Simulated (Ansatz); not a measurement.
## GaN with Si replacing N: gradients before and after relaxing the atoms

Start: a supercell of GaN (wurtzite type, P6_3mc) built from a structure deposited in the COD (the entry's cell lengths or inner coordinates differ somewhat from later room-temperature determinations), with all atoms left at the host's positions.

Space group P3m1 (No. 156); a = 6.3600, c = 10.3320 Å, γ = 120.00°.

```
site  Wyckoff  site symmetry       x       y       z
 Ga1       1a            3m.  0.0000  0.0000  0.0000
 Ga2       1a            3m.  0.0000  0.0000  0.5000
 Ga3       3d            .m.  0.0000  0.5000  0.0000
 Ga4       3d            .m.  0.0000  0.5000  0.5000
 Ga9       3d            .m.  0.1667  0.8333  0.2500
Ga10       3d            .m.  0.1667  0.8333  0.7500
Ga15       1c            3m.  0.6667  0.3333  0.2500
Ga16       1c            3m.  0.6667  0.3333  0.7500
  Si       1a            3m.  0.0000  0.0000  0.1875
 N18       1a            3m.  0.0000  0.0000  0.6875
 N19       3d            .m.  0.0000  0.5000  0.1875
 N20       3d            .m.  0.0000  0.5000  0.6875
 N25       3d            .m.  0.1667  0.8333  0.4375
 N26       3d            .m.  0.1667  0.8333  0.9375
 N31       1c            3m.  0.6667  0.3333  0.4375
 N32       1c            3m.  0.6667  0.3333  0.9375
```

One atom of each set is listed.

Computed with Ansatz: DFT, PBE, plane waves and PAW, scalar-relativistic, collinear spin, 420 eV cutoff, Γ-centred 4×4×2 k-points, Fermi–Dirac smearing 0.01 eV. Start moments as typed (μB): 1 on each Si, none on the rest.

The largest force at the start is 7.7 eV/Å. Relaxing the ions at fixed cell moves them by 0.366 Å at most (atom 1, Ga) and 0.114 Å rms.

```tsv
site	moved (Å)	first shell before	first shell after	V_zz before (10²¹ V/m²)	η before
Ga1	0.366	1 Si at 1.94 Å, 3 N at 1.95 Å	3 N at 1.94 Å, 1 Si at 2.18 Å	-11.96	0.00
Ga2	0.021	4 N at 1.94–1.95 Å	4 N at 1.94–1.95 Å	-0.59	0.00
Ga3	0.027	4 N at 1.94–1.95 Å	4 N at 1.94–1.96 Å	0.25	0.35
Ga4	0.060	4 N at 1.94–1.95 Å	4 N at 1.90–1.93 Å	-0.40	0.55
Ga9	0.211	3 N at 1.94–1.95 Å, 1 Si at 1.95 Å	3 N at 1.91–1.93 Å, 1 Si at 2.19 Å	-6.96	0.19
Ga10	0.077	4 N at 1.94–1.95 Å	4 N at 1.91–1.95 Å	-0.60	0.14
Ga15	0.023	4 N at 1.94–1.95 Å	4 N at 1.94 Å	-0.92	0.00
Si	0.122	4 Ga at 1.94–1.95 Å	4 Ga at 2.18–2.19 Å	-5.01	0.00
N19	0.011	4 Ga at 1.94–1.95 Å	4 Ga at 1.93–1.96 Å	1.08	0.59
N20	0.039	4 Ga at 1.94–1.95 Å	4 Ga at 1.90–1.93 Å	-0.065	0.76
N25	0.124	4 Ga at 1.94–1.95 Å	4 Ga at 1.91–1.94 Å	-0.43	0.82
N26	0.119	4 Ga at 1.94–1.95 Å	4 Ga at 1.91–1.94 Å	-0.61	0.25
```

**Question.** How do the gradients change?

**Answer.** 

| site | V_zz after | η after | change of V_zz |
| --- | --- | --- | --- |
| Ga1 | -2.38 | 0.00 | +9.58 |
| Ga2 | 1.33 | 0.00 | +1.92 |
| Ga3 | 1.61 | 0.71 | +1.36 |
| Ga4 | -1.34 | 0.71 | -0.94 |
| Ga9 | -2.88 | 0.03 | +4.08 |
| Ga10 | 1.72 | 0.23 | – |
| Ga15 | 0.87 | 0.00 | +1.79 |
| Si | -5.16 | 0.00 | -0.15 |
| N19 | 1.24 | 0.31 | – |
| N20 | -0.50 | 0.71 | – |
| N25 | -1.09 | 0.49 | -0.66 |
| N26 | -1.78 | 0.78 | -1.17 |

The largest change of V_zz along a kept axis is on Ga1, from -11.96 to -2.38. Small gradients that grow severalfold: Ga4 (-0.40 to -1.34), Ga3 (0.25 to 1.61). In per cent, |V_zz| changes by -80 to -59 on Ga, +3 on Si (all sites that start above 2). Where |V_zz| stays above 0.1 and the axes keep their order, η moves most on N26, from 0.25 to 0.78. On Ga3 V_xx and V_yy change places (or their axes turn by over 50°), so the two values of η hide a larger change. V_zz changes sign on Ga15 (same axis), Ga2 (same axis), N18 (same axis), N31 (same axis) (not all in the table). On N19, Ga10, N20 the largest principal value lies along another axis in the second run, so the two V_zz can't be compared directly. The table leaves out 4 of the 16 sites, with |V_zz| up to 0.73; their tensors move by 0.72 at most along any direction. The statements above cover all sites. The host's own positions weren't relaxed first, so part of the change far from the defect can be the host's relaxation.

The defect repeats with the cell of 32 atoms, so it feels its images: sites between two images don't show the values beside a lone defect, and zeros or small values of η there can come from the images' arrangement. Ga and N carry a gradient in the pure host already, so the values there aren't the defect's effect alone. The defect cell has no gap above 0.1 eV on its mesh, so the values can hang on the smearing and the k-mesh. The start moments die out, and the run ends without spin.
Before: The cell keeps the host's lattice, where the PBE pressure is 19 GPa. The neighbours have not yet relaxed around the defect (largest force 7.7 eV/Å), so the values at and beside it are those of a strained start, not of the defect in a real crystal.
After: The relaxation keeps the site symmetry 3m of the start, so the impurity can move only along its axis; a distortion that would localise the partly filled state isn't explored. The cell keeps the host's lattice, where the PBE pressure is 16 GPa.
